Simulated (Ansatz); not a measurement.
## Na3Sb2 in Ansatz, relaxation

The input file (Ansatz 0.2.0, plane waves):

```yaml
crystal:
  lattice:
    - [4.358299, 4.463256, 0.0]
    - [4.358299, -4.463256, 0.0]
    - [2.302071, 0.0, -8.467183]
  atoms:
    - { symbol: Sb, position: [0.8777, 0.31344, 0.8396] }
    - { symbol: Sb, position: [0.68656, 0.1223, 0.6604] }
    - { symbol: Sb, position: [0.1223, 0.68656, 0.1604] }
    - { symbol: Sb, position: [0.31344, 0.8777, 0.3396] }
    - { symbol: Na, position: [0.75921, 0.66429, 0.51484] }
    - { symbol: Na, position: [0.33571, 0.24079, 0.98516] }
    - { symbol: Na, position: [0.24079, 0.33571, 0.48516] }
    - { symbol: Na, position: [0.66429, 0.75921, 0.01484] }
    - { symbol: Na, position: [0.16063, 0.83937, 0.75] }
    - { symbol: Na, position: [0.83937, 0.16063, 0.25] }
  symmetry: { tolerance: 0.0003 }
kpoints:
  mp_grid: { grid: [4, 4, 3], shift: [0, 0, 0] }
magnetization:
  spin_polarized: false
scf:
  occupations: { method: fermi_dirac }
  lower_state_search: "off"
hamiltonian:
  pseudopotentials: { kind: paw }
  xc: pbe
basis:
  ecutwfc: 420
  fft_grid_basis: typed
relax:
  max_steps: 60
  cell: { p_target: 0.0 }
  f_tol: 0.03
output:
  forces: true
  stress: true
  eigenvalues: true
  bader: true
  populations: true
  elf: true
  write_potential: true
  volumetric_format: npy
  dos:
    e_range: [-12, 8]
    de: 0.05
    projected: { site_lists: { Na: [Na], Sb: [Sb] } }
checkpoint:
  read: saved_state
```

Launch command:

```bash
ansatz run input.yaml --threads 2 --pin off --max-ram 2560MiB --backend cpu --events-out ev --progress --plain --runs-dir out
```

Origin of the cell: a known structure type with other elements, at an estimated volume, so it need not be a known compound.

The smearing width isn't typed, so it takes its default of 0.1 eV.

The saved state is a converged single point of the same cell.

Steps («new basis» is an SCF on plane waves selected anew at the same cell):

| step | ΔF (meV/atom) | max force component (eV/Å) | P (GPa) | volume (Å³) | SCF iterations | step was |
| --- | --- | --- | --- | --- | --- | --- |
| 1 | 0.0 | 2.199 | 0.12 | 329.41 | 6 | accepted |
| 2 | -84.5 | 0.184 | -1.48 | 313.82 | 6 | accepted |
| 3 | -96.8 | 0.088 | -0.58 | 299.87 | 6 | accepted |
| 4 | -98.9 | 0.021 | 0.14 | 291.49 | 6 | accepted |
| 5 | -99.2 | 0.004 | 0.02 | 292.77 | 6 | accepted |
| 6 | -99.2 | 0.004 | 0.00 | 293.12 | 6 | accepted |
| 7 | -98.9 | 0.004 | 0.00 | 293.12 | 6 | new basis |

The starting structure.

Space group C2/c (No. 15); the run's cell has a = 6.238 Å, b = 6.238 Å, c = 8.775 Å, α = 79.44°, β = 79.44°, γ = 91.36°. Shortest distances: Sb–Sb 2.57 Å, Na–Sb 3.34 Å, Na–Na 3.48 Å.

The relaxed structure.

Space group C2/c (No. 15); the run's cell has a = 6.078 Å, b = 6.078 Å, c = 8.191 Å, α = 80.27°, β = 80.27°, γ = 92.62°. Shortest distances: Sb–Sb 2.87 Å, Na–Sb 3.22 Å, Na–Na 3.37 Å.

```
CELL_PARAMETERS angstrom
4.19824 4.39486 0.05596
4.19824 -4.39486 0.05596
2.10882 0.00000 -7.91530
ATOMIC_POSITIONS crystal
Sb 0.88919 0.33984 0.85425
Sb 0.66016 0.11081 0.64575
Sb 0.11081 0.66016 0.14575
Sb 0.33984 0.88919 0.35425
Na 0.75882 0.64600 0.51099
Na 0.35400 0.24118 0.98901
Na 0.24118 0.35400 0.48901
Na 0.64600 0.75882 0.01099
Na 0.14655 0.85345 0.75000
Na 0.85345 0.14655 0.25000
```

| Item | Value |
| --- | --- |
| Free energy lowered by | 98.9 meV/atom |
| Volume change | -11.02 % |
| Final pressure | 0.00 GPa |
| Relaxation steps listed | 7 |
| Formation energy (elements under the same functional, gases as molecules, uncorrected) | -0.363 eV/atom |
| Gap on the mesh | none (metal) |

Caveats: no spin-orbit coupling, though heavy elements are present; the relaxation held the start's symmetry, so the end may be a saddle point.

It ran for 2.5 min on 2 threads of Arm Neoverse V1, with other jobs on the host, peak memory 0.78 GiB, from a saved density.
